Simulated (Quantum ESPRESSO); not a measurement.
# Band energies of LiF at -0.7 % isotropic strain

```
CELL_PARAMETERS angstrom
      0.00000     1.98667     1.98667
      1.98667     0.00000     1.98667
      1.98667     1.98667     0.00000
ATOMIC_POSITIONS crystal
  Li 0.00000 0.00000 0.00000
  F  0.50000 0.50000 0.50000
```

norm-conserving PBEsol (Quantum ESPRESSO, 84 Ry, scalar-relativistic); path ΓXWKΓLUWLK,UX; energies in eV from the valence-band maximum.

```csv
k (1/Å),point,band 1,band 2,band 3,band 4,band 5,band 6,band 7,band 8
0.00,Γ,-40.10,-19.90,0.00,0.00,0.00,9.31,24.46,24.46
0.74,,-40.06,-19.61,-1.35,-0.49,-0.49,11.38,19.11,20.33
1.58,X,-40.01,-19.13,-3.23,-1.07,-1.07,15.03,16.45,17.86
2.37,W,-40.00,-19.16,-2.23,-2.23,-0.84,15.21,15.21,17.74
2.48,,-40.00,-19.16,-2.39,-2.06,-0.84,15.15,15.18,17.84
2.93,K,-40.01,-19.18,-2.69,-1.67,-0.79,14.60,15.09,18.82
3.35,,-40.02,-19.33,-2.02,-1.77,-0.38,12.78,15.57,19.64
4.08,,-40.08,-19.76,-0.85,-0.31,-0.01,10.26,19.29,21.27
4.61,Γ,-40.10,-19.90,0.00,0.00,0.00,9.31,24.46,24.46
4.90,,-40.09,-19.85,-0.35,-0.03,-0.03,9.64,21.32,22.97
5.68,,-40.03,-19.49,-2.42,-0.22,-0.22,10.86,17.10,19.46
5.98,L,-40.02,-19.44,-2.67,-0.25,-0.25,10.84,17.04,19.13
6.52,,-40.02,-19.31,-2.50,-1.26,-0.49,12.51,15.96,19.38
6.95,U,-40.01,-19.18,-2.69,-1.67,-0.79,14.60,15.09,18.82
7.28,,-40.01,-19.17,-2.51,-1.90,-0.83,15.02,15.12,18.12
7.51,W,-40.00,-19.16,-2.23,-2.23,-0.84,15.21,15.21,17.74
8.06,,-40.01,-19.30,-2.48,-1.32,-0.51,12.64,15.93,19.24
8.62,L,-40.02,-19.44,-2.67,-0.25,-0.25,10.84,17.04,19.13
8.80,,-40.02,-19.42,-2.65,-0.39,-0.28,11.05,16.87,19.19
9.50,,-40.01,-19.20,-2.59,-1.72,-0.74,14.27,15.19,18.97
9.59,K,-40.01,-19.18,-2.69,-1.67,-0.79,14.60,15.09,18.82
9.59,U,-40.01,-19.18,-2.69,-1.67,-0.79,14.60,15.09,18.82
10.15,X,-40.01,-19.13,-3.23,-1.07,-1.07,15.03,16.45,17.86
```

The PBEsol gap is direct, 9.31 eV at Γ.

Geometry strained from the cell relaxed with PBEsol, atoms relaxed again.
